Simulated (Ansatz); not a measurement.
## Formation energy of PtS-type TiO

Computed with Ansatz (plane waves, PAW, 420 eV cutoff): PBEsol, scalar-relativistic, collinear spin, Γ-centred 10×10×6 mesh, 0.05 eV Gaussian smearing; PAW files: Ansatz's generated set soft_2.

This is a trial structure; measured cells of the compound in the Crystallography Open Database are in space groups C2/m, P-6m2.

It takes space group P4_2/mmc (No. 131, tetragonal). Conventional cell: a = 3.145 Å, b = 3.145 Å, c = 4.860 Å, α = 90.00°, β = 90.00°, γ = 90.00°. Ti (site symmetry mmm) has 4 O at 1.99 Å as nearest neighbours. Around O (site symmetry -4m2) lie 4 Ti at 1.99 Å. (Neighbours are counted to 15 % beyond the shortest distance.)

The elements were computed in their standard states (gases as isolated molecules) with the same datasets, cutoff and functional. Total energies depend on the potentials used, so only differences within one code and one set of settings carry meaning.

Energy of the relaxed cell (4 atoms, smearing extrapolated to zero): -6074.002 eV. Elements, in eV/atom: Ti -2473.896, O -558.283.

Problem. What is the formation energy?

Solution. [-6074.002 − (2 × -2473.896 + 2 × -558.283)] / 4 = -2.41 eV/atom, or -233 kJ per mole of atoms.

The value is for 0 K, without zero-point energy and without any correction for the binding of gas molecules. Uncorrected semilocal values for oxides, chalcogenides and halides often miss by tenths of an eV an atom. A negative value shows stability against the elements alone, not against other compounds or structures.

The starting moments died out; a magnetic state reached from other starts isn't excluded. No antiparallel order was tried, and in such compounds it can hold moments and open a gap where a parallel start collapses.
